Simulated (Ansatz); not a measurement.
A relaxed 1×1 slab of 4 planes, cut along (110) from a fcc crystal of one element, has a cell area of 11.62 Å² and a bulk spacing of 1.433 Å between its first planes. All-electron LAPW in Ansatz 0.2.0 (PBEsol, scalar-relativistic, no spin polarisation) gives γ = 1.20 J/m², Φ = 4.26 eV and a change of the outer spacing of -11.4 %. The fcc structure needn't be the element's own.

Question: Which element is it?

Answer: Ag. This is the case that was computed; others weren't tested.
